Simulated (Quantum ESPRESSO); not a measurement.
# Computed records: AlInGa2As4 (made-up cell)

Computed with Quantum ESPRESSO 7.5. Calculation on a made-up crystal cell, not a measurement: periodic Kohn-Sham density functional theory in plane waves with PseudoDojo standard norm-conserving scalar-relativistic pseudopotentials, each functional with its own files (v0.5 for PBE, v0.4.1 for LDA and PBEsol), no spin polarisation, no spin-orbit coupling, atoms not relaxed, stress positive in tension, energies less a fixed whole-eV offset for each atom's element; levels are Kohn-Sham levels at fractions of this cell's reciprocal vectors, counted from the reference band (half the neutral cell's valence electrons, rounded up) at Gamma; error bars cover cutoff and k-mesh only, not smearing or the files; added strain carries the atoms with the cell, and shear is the tensor component; each bar is the largest change over components, and at least 0.002 eV, 0.002 eV per angstrom or 0.02 GPa; energies are for the whole cell, and the offsets were chosen from early runs and are not element reference energies.

```yaml
- formula: AlInGa2As4
  kind: "made-up cell"
  unstrained_structure:
    cell_angstrom: [[5.8882, 0.0, 0.0], [0.0, 5.8882, 0.0], [0.0, 0.0, 5.8882]]
    atoms_fractional:
      - [Ga, -0.0001, -0.00588, -0.00647]
      - [Ga, 0.00102, 0.49837, 0.49667]
      - [Al, 0.5008, 0.00402, 0.49781]
      - [In, 0.49864, 0.50065, -0.00127]
      - [As, 0.2507, 0.25157, 0.25271]
      - [As, 0.23515, 0.7494, 0.75909]
      - [As, 0.75619, 0.24332, 0.75695]
      - [As, 0.74483, 0.75842, 0.25247]
  given:
    lattice_type: "zincblende/diamond"
    functional: pbe
    "cutoff [eV]": 1143
    "fermi_dirac_smearing [eV]": 0.025
    "scf_tolerance [eV]": 1.0e-07
    electrons_removed: 0
    added_strain_kind: uniform
    added_strain: 0.0004
    k_mesh: "4 x 4 x 4, shifted by half a step"
    structure_shown: "before the added strain of 0.0004"
    atom_site: [1, 2, 3, 4, 5, 6, 7, 8]
    "atom_energy_offset [eV]": [-2080, -2080, -64, -1808, -2887, -2887, -2887, -2887]
  results:
    "free_energy_less_offsets [eV]": -0.5124
    "smearing_term_minus_ts [eV]": 0.0
    scf_iterations: 10
    "pressure [GPa]": -0.5058
    "stress_xx [GPa]": 0.4701
    "stress_yy [GPa]": 0.4369
    "stress_zz [GPa]": 0.6105
    "stress_yz [GPa]": -0.2302
    "stress_xz [GPa]": 0.21
    "stress_xy [GPa]": 0.7724
    force_site: [1, 2, 3, 4, 5, 6, 7, 8]
    "force_x [eV/angstrom]": [-0.1277, -0.2756, -0.2436, 0.1656, -0.6586, 0.191, 0.2238, 0.7252]
    "force_y [eV/angstrom]": [0.3053, 0.07516, -0.07198, 0.03711, -0.8443, 0.5241, -0.3031, 0.2777]
    "force_z [eV/angstrom]": [0.7064, 0.157, 0.4838, 0.03137, 0.4896, -1.365, -1.046, 0.5425]
    "error_bar_energy [eV]": 0.01385
    "error_bar_stress [GPa]": 0.02
    "error_bar_force [eV/angstrom]": 0.002
    error_bars_from: "tighter rerun of a related cell"
```
